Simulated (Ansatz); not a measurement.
CuAu3 (Cu3Au type, Pm-3m) at seven volumes, LDA in the plane-wave PAW code Ansatz, scaled uniformly. One row is withheld.

```
V (Å³/atom)  P (GPa)
-----------  -------
13.881         23.40
14.339         13.99
14.797             ?
15.254          0.00
15.712         -5.15
16.169         -9.36
16.627        -12.84
```

Q: Fit the shown pressures and predict the withheld one.

A: P = (3/2)B₀(x^(7/2) − x^(5/2))[1 + (3/4)(B′ − 4)(x − 1)] with x = (V₀/V)^(2/3). Least squares on the six rows gives V₀ = 15.255 Å³/atom, B₀ = 190 GPa, B′ = 5.65. At V = 14.797, x = 1.0205 and P = 6.31 GPa. The run itself gave 6.30 GPa.

The workflow started from a Materials Project entry (that database holds measured and hypothetical structures alike); the Crystallography Open Database files this formula in space group No. 221, but the cells were not matched. Its standing as an ambient phase is unchecked. The cell was relaxed with LDA under the symmetry of its start; of distortions, only those at the zone centre were tested. The run is not spin-polarised. Spin–orbit coupling is left out wherever it is not named.

Potentials: the later of the program's two PAW sets.
